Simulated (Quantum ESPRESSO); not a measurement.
**Band energies of WS$_{2}$**

```
WS2
1.0
    3.15382     0.00000     0.00000
   -1.57691     2.73129     0.00000
    0.00000     0.00000    12.13835
S W
4 2
Direct
  0.33333   0.66667   0.62024
  0.66667   0.33333   0.37976
  0.66667   0.33333   0.12024
  0.33333   0.66667   0.87976
  0.33333   0.66667   0.25000
  0.66667   0.33333   0.75000
```

PBEsol (Quantum ESPRESSO, PseudoDojo norm-conserving, 74 Ry, with spin-orbit coupling); path ΓMKΓALHA,LM,KH; energies in eV from the valence-band maximum.

| k (1/Å) | point | band 52 | band 53 | band 54 | band 55 | band 56 | band 57 | band 58 | band 59 |
|---|---|---|---|---|---|---|---|---|---|
| 0.00 | Γ | 0.00 | 2.11 | 2.11 | 2.14 | 2.14 | 2.16 | 2.16 | 2.24 |
| 0.19 |  | -0.25 | 1.99 | 1.99 | 2.02 | 2.02 | 2.19 | 2.19 | 2.20 |
| 0.58 |  | -1.54 | 1.20 | 1.20 | 1.75 | 1.75 | 1.95 | 1.95 | 2.20 |
| 0.77 |  | -1.77 | 1.48 | 1.48 | 1.84 | 1.84 | 1.99 | 1.99 | 2.35 |
| 1.15 | M | -1.56 | 2.14 | 2.14 | 2.18 | 2.18 | 2.56 | 2.56 | 2.74 |
| 1.59 |  | -0.77 | 1.52 | 1.52 | 1.69 | 1.69 | 2.14 | 2.14 | 2.77 |
| 1.81 | K | -0.47 | 1.16 | 1.16 | 1.22 | 1.22 | 1.86 | 1.86 | 2.95 |
| 2.19 |  | -1.25 | 1.19 | 1.19 | 2.13 | 2.13 | 2.18 | 2.18 | 2.57 |
| 2.57 |  | -1.42 | 0.92 | 0.92 | 1.74 | 1.74 | 1.90 | 1.90 | 1.96 |
| 2.76 |  | -0.88 | 1.41 | 1.41 | 1.83 | 1.83 | 1.93 | 1.93 | 2.11 |
| 3.14 | Γ | 0.00 | 2.11 | 2.11 | 2.14 | 2.14 | 2.16 | 2.16 | 2.24 |
| 3.14 | A | -0.31 | 2.14 | 2.14 | 2.14 | 2.14 | 2.18 | 2.18 | 2.18 |
| 3.31 |  | -0.42 | 2.06 | 2.06 | 2.06 | 2.06 | 2.21 | 2.21 | 2.21 |
| 3.47 |  | -0.79 | 1.79 | 1.79 | 1.79 | 1.79 | 2.13 | 2.13 | 2.13 |
| 3.80 |  | -1.76 | 1.64 | 1.64 | 1.64 | 1.64 | 1.94 | 1.94 | 1.94 |
| 3.96 |  | -1.85 | 1.81 | 1.81 | 1.81 | 1.81 | 2.13 | 2.13 | 2.13 |
| 4.29 | L | -1.62 | 2.17 | 2.17 | 2.17 | 2.17 | 2.72 | 2.72 | 2.72 |
| 4.62 |  | -0.99 | 1.81 | 1.81 | 1.99 | 1.99 | 2.52 | 2.52 | 2.79 |
| 4.79 |  | -0.73 | 1.41 | 1.41 | 1.51 | 1.51 | 2.50 | 2.50 | 2.52 |
| 4.96 | H | -0.53 | 1.18 | 1.18 | 1.22 | 1.22 | 2.41 | 2.41 | 2.44 |
| 5.10 |  | -0.73 | 1.37 | 1.37 | 1.45 | 1.45 | 2.45 | 2.45 | 2.46 |
| 5.40 |  | -1.34 | 1.34 | 1.34 | 1.57 | 1.57 | 2.48 | 2.48 | 2.53 |
| 5.55 |  | -1.46 | 1.12 | 1.12 | 1.41 | 1.41 | 2.24 | 2.24 | 2.25 |
| 5.84 |  | -1.09 | 1.46 | 1.46 | 1.64 | 1.64 | 1.97 | 1.97 | 1.98 |
| 6.14 |  | -0.40 | 2.07 | 2.07 | 2.09 | 2.09 | 2.15 | 2.15 | 2.27 |
| 6.28 | A | -0.31 | 2.14 | 2.14 | 2.14 | 2.14 | 2.18 | 2.18 | 2.18 |
| 6.28 | L | -1.62 | 2.17 | 2.17 | 2.17 | 2.17 | 2.72 | 2.72 | 2.72 |
| 6.54 | M | -1.56 | 2.14 | 2.14 | 2.18 | 2.18 | 2.56 | 2.56 | 2.74 |
| 6.54 | K | -0.47 | 1.16 | 1.16 | 1.22 | 1.22 | 1.86 | 1.86 | 2.95 |
| 6.80 | H | -0.53 | 1.18 | 1.18 | 1.22 | 1.22 | 2.41 | 2.41 | 2.44 |

The PBEsol gap is indirect, 0.82 eV, from Γ to 43 % of the way from K to Γ; the smallest direct gap is 1.63 eV.

Geometry relaxed with PBE+D3(BJ).
